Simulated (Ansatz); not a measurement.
## How much do the gradients of MnMo6Se8 depend on the method?

Cell: a computed structure from the Materials Project (it need not be an observed phase).

```cif
data_MnMo6Se8
_symmetry_space_group_name_H-M 'R-3:H'
_symmetry_Int_Tables_number 148
_cell_length_a 9.6578
_cell_length_b 9.6578
_cell_length_c 11.1092
_cell_angle_alpha 90.000
_cell_angle_beta 90.000
_cell_angle_gamma 120.000
loop_
_atom_site_label
_atom_site_type_symbol
_atom_site_symmetry_multiplicity
_atom_site_Wyckoff_symbol
_atom_site_fract_x
_atom_site_fract_y
_atom_site_fract_z
Mn Mn 3 a 0.0000 0.0000 0.0000
Mo Mo 18 f 0.1510 0.1718 0.3970
Se8 Se 18 f 0.9522 0.2864 0.4143
Se10 Se 6 c 0.0000 0.0000 0.2140
```

One atom of each set is listed; the run and its k-mesh use a cell of 15 atoms with edges of 6.69, 6.69, 6.69 Å.

First run. All values are calculated (Ansatz; DFT, PBE, plane waves and PAW, scalar-relativistic, collinear spin, 420 eV cutoff, Γ-centred 5×5×5 k-points, Fermi–Dirac smearing 0.05 eV), not measured. Start moments as typed (μB): 4 on each Mn, none on the rest.

```csv
site,V_zz (10²¹ V/m²),η,m (μB)
Mn,-11.03,0.00,3.92
Mo,3.21,0.68,-0.01
Se8,-9.40,0.30,0.00
Se10,5.35,0.00,-0.01
```

Second run. The same atoms and settings, except that the functional is r2SCAN and the cutoff is 500 eV.

Problem. What does the second run give?

Solution. 

```tsv
site	V_zz	η	change of V_zz	m (μB)
Mn	-11.97	0.00	-0.94	4.15
Mo	3.33	0.59	+0.12	-0.02
Se8	-9.32	0.30	+0.08	0.00
Se10	5.55	0.00	+0.20	-0.01
```

The largest change of V_zz is on Mn, from -11.03 to -11.97. In per cent, |V_zz| changes by +9 on Mn, +4 on Mo, -1 to +4 on Se (all sites that start above 2). The absolute magnetisation of the cell goes from 4.9 to 5.2 μB.

With no gap above 0.1 eV, as in a metal, the gradients converge slowly in k; expect changes of a tenth or more on a denser mesh. Without spin–orbit coupling (the program notes it for Mo) the gradients can shift somewhat, as the gap is small. Semilocal functionals can leave a metal where correlation in the d or f shell opens a gap in the real compound, and that would change the values at and beside Mn and Mo. All moments are parallel here, as the start or the cell imposes; many such compounds order antiparallel, where fields and spin densities carried over to other atoms largely cancel. The magnetic order is the one that the run reached from its start moments, not necessarily the measured one.
For the first run: The largest force is 0.9 eV/Å, so the atoms aren't at the calculated equilibrium and relaxing them would move these values.
For the second run: The largest force is 1.2 eV/Å, so the atoms aren't at the calculated equilibrium and relaxing them would move these values. The program didn't check the stability of this electronic state in full, so a lower one may lie near.
